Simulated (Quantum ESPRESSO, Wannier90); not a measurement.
## Tight-binding from DFT: BaTiO₃ (P4mm)

```
CELL_PARAMETERS angstrom
      3.99038     0.00000     0.00000
      0.00000     3.99038     0.00000
      0.00000     0.00000     4.10266
ATOMIC_POSITIONS crystal
  Ba 0.50000 0.50000 0.58254
  Ti 0.00000 0.00000 0.10004
  O  0.00000 0.50000 0.06422
  O  0.50000 0.00000 0.06422
  O  0.00000 0.00000 0.54897
```

Materials Project entry mp-5986; symmetrised, unrelaxed at this level. COD (Crystallography Open Database) has the formula in 5 space groups, this one among them (matched by group alone). Computed values, not measurements, from PBEsol: Quantum ESPRESSO (norm-conserving PseudoDojo potentials, cutoff 68 Ry, no spin polarisation, no spin-orbit coupling) on a Γ-centred 8×8×8 mesh, then Wannier90. Density: 8×8×8 mesh, cold smearing 0.01 Ry. Spin-orbit coupling is left out although heavy elements are present.

Base run: 14 functions from bands 12-38 of the 38 computed, start hydrogen-like Ti: d; O: p, centres 0.05 Å off the atoms, frozen window up to 3.31 eV relative to the valence-band maximum, outer window open. One thing is changed at a time; window edges are relative to the valence-band maximum. The misfit compares interpolated bands with pw.x on a high-symmetry path, for states up to 2.8 eV relative to the valence-band maximum. Converged means that the tolerances were met: symmetric starts can stop on a saddle, which shows as a larger Ω_OD at equal Ω_I and can move the misfit too.

| setting | functions | frozen to (eV) | Ω_I (Å²) | Ω_D (Å²) | Ω_OD (Å²) | rms misfit (meV) | worst (meV) | ended |
|---|---|---|---|---|---|---|---|---|
| base | 14 | 3.31 | 14.30 | 0.00 | 0.28 | 0.2 | 2.2 | converged |

Problem. Starting from this base row, predict which settings stop with an error, and how Ω_I and the misfit move in the others: frozen window to 0.31 eV; frozen window to 5.31 eV; frozen window to 1.31 eV; frozen window to 5.45 eV; no frozen window; outer window to 9.64 eV; outer window to 12.64 eV.

Solution. 
| setting | functions | frozen to (eV) | Ω_I (Å²) | Ω_D (Å²) | Ω_OD (Å²) | rms misfit (meV) | worst (meV) | ended |
|---|---|---|---|---|---|---|---|---|
| frozen window to 0.31 eV | 14 | 0.31 | 13.73 | 0.00 | 0.19 | 53 | 260 | converged |
| frozen window to 5.31 eV | 14 | 5.31 | – | – | – | – | – | stops: too many frozen states |
| frozen window to 1.31 eV | 14 | 1.31 | 13.73 | 0.00 | 0.19 | 53 | 260 | converged |
| frozen window to 5.45 eV | 14 | 5.45 | – | – | – | – | – | stops: too many frozen states |
| no frozen window | 14 | none | 10.73 | 0.00 | 0.13 | 487 | 1509 | converged |
| outer window to 9.64 eV | 14 | 3.31 | 14.43 | 0.00 | 0.29 | 0.2 | 1.9 | converged |
| outer window to 12.64 eV | 14 | 3.31 | 14.31 | 0.00 | 0.28 | 0.2 | 2.2 | converged |
